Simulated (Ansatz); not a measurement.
The elements of this relaxed trial crystal are hidden behind letters.

```
lattice vectors (Å)
   0.0000    4.5156    4.5156
   4.5156    0.0000    4.5156
   4.5156    4.5156    0.0000
fractional positions
X 0.2500 0.2500 0.2500
Z 0.0000 0.0000 0.0000
Q 0.6255 0.6255 0.6255
Q 0.6255 0.6255 0.1234
Q 0.6255 0.1234 0.6255
Q 0.1234 0.6255 0.6255
```

Computed with DFT PBE, scalar-relativistic, plane waves, PAW in Ansatz. Cutoff 420 eV, Γ-centred 8×8×8 mesh (6-atom cell), Gaussian smearing of 0.10 eV, collinear spin.

```
Space group                              : F-43m (No. 216)
Conventional cell                        : a = 9.031 Å
Volume per atom                          : 30.69 Å³
Density                                  : 6.81 g/cm³
Energy over the elements                 : +0.44 eV/atom
Gap on the 8×8×8 mesh of the 6-atom cell : 0 eV (a metal)
Net moment per atom                      : 1.86 μB
```

Energies are uncorrected and count from the elements' standard states at the same level.

Task: X is a lanthanide, Z is a d-block element of period 5 and Q is a p-block element of period 5. Which elements are they?

Result: X = Eu, Z = Nb, Q = Te, so the formula is EuNbTe4. Density times volume gives a mean mass of 6.81 × 30.69/1.6605 = 125.9 u per atom, and this set has 125.9 u. Around Eu lie 12 Te at 3.75 Å and 4 Nb at 3.91 Å; around Nb lie 12 Te at 3.74 Å and 4 Eu at 3.91 Å; Te is surrounded by 6 Te at 3.18–3.21 Å, 3 Nb at 3.74 Å and 3 Eu at 3.75 Å. Other sets within the hints have nearly the same mass, so mass alone doesn't settle it; this one was computed.

These runs have no spin–orbit coupling, which can matter for Te. In such compounds of Eu a zero gap at this level may well be an artefact, since no Hubbard U is applied. Another magnetic order may lie lower. A structure relaxed within its symmetry needn't be a true minimum. Another cell of EuNbTe4 relaxed alike, in I422, lies 0.88 eV/atom lower, so this cell isn't the stable form at this level.
